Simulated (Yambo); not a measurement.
CoP2 (space group P2_1/c, No. 14), G0W0@LDA in Yambo with this input:

```
rim_cut
gw0
dyson
el_el_corr
HF_and_locXC
ppa
em1d
RandQpts= 1000000
RandGvec= 1 Ry
EXXRLvcs= 96 Ry
VXCRLvcs= 384 Ry
Chimod= "HARTREE"
% BndsRnXp
 17 | 312 |
%
NGsBlkXp= 8 Ry
% LongDrXp
 1.0 | 1.0 | 1.0 |
%
PPAPntXp= 27.2114 eV
% GbndRnge
 1 | 312 |
%
GTermKind= "BG"
DysSolver= "n"
ExtendOut
```

On a 2×2×2 mesh, with wavefunctions cut at 96 Ry, the gap ((-0.5, 0, 0) → (-0.5, 0, 0)) is 0.965 eV and the valence edge shifts by 0.042 eV.

What happens with this change: 3 Ry block?

The gap falls by 0.191 eV, to 0.774 eV; the shift of the valence edge becomes 0.196 eV. Neither run is shown to be the converged limit. In the run with 312 bands and a 8 Ry block, which covers more k points, the smallest G0W0 gap is 0.90 eV, (-0.5, 0, 0) → Γ.

Geometry of the Materials Project entry, not relaxed at this level; primitive cell a = 5.5144 Å, b = 5.5196 Å, c = 5.5826 Å, α = γ = 90.00°, β = 114.33°.

The structure is a Materials Project entry; no match was found in the copy of COD used, and its stability was not checked.

The runs are not spin-polarised; magnetic order was not tried.

A shift is the quasiparticle energy of the state minus its LDA energy.
